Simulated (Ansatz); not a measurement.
## Data sheet: Rb (DFT)

Rb:
```xyz
1
Lattice="4.6234 0.0000 0.0000 0.0000 4.6234 0.0000 0.0000 0.0000 4.6234" Properties=species:S:1:pos:R:3 pbc="T T T"
Rb     0.0000     0.0000     0.0000
```

Space group Pm-3m (No. 221), simple cubic; conventional cell a = 4.6234 Å, b = 4.6234 Å, c = 4.6234 Å, α = 90.00°, β = 90.00°, γ = 90.00°.

Method: the program Ansatz at the PBE level (PAW). Geometry: relaxed at this level of theory. Other levels are named where they apply.

**Cell and energy**

- Volume per atom: 98.83 Å³
- Density: 1.44 g/cm³

**Electronic structure**

* **Electronic character**: metallic (no gap)
* **Density of states at the Fermi level**: 0.90 states/eV per atom (mean over ±0.08 eV)
* **Gap with spin–orbit coupling**: none (metallic)

**Mechanics**

- Bulk modulus (Birch–Murnaghan fit) = 2.2 GPa
- Pressure derivative B′ = 3.8
- Elastic constants (relaxed ions, GPa) = C11 = 6.4, C12 = 0.0, C44 = -1.0
- Mechanical stability = unstable (C has a negative eigenvalue)

**Phonons**

Dynamical stability on the path: unstable, down to 26i cm⁻¹

The cell is a constructed one: a structure type filled with these elements; neither database checked (COD, Materials Project) lists it. It is not the phase usual at ambient conditions (space group No. 229). Symmetry was held in the PBE relaxation. As this level gives no gap, shear constants depend on the k-mesh and smearing (Fermi–Dirac, 0.1 eV here). As this level gives no gap, phonon frequencies hold no LO–TO term and depend on the k-mesh and smearing (Fermi–Dirac, 0.1 eV here). Spin–orbit coupling is left out wherever it is not named.

Potentials: the later of the program's two PAW sets.
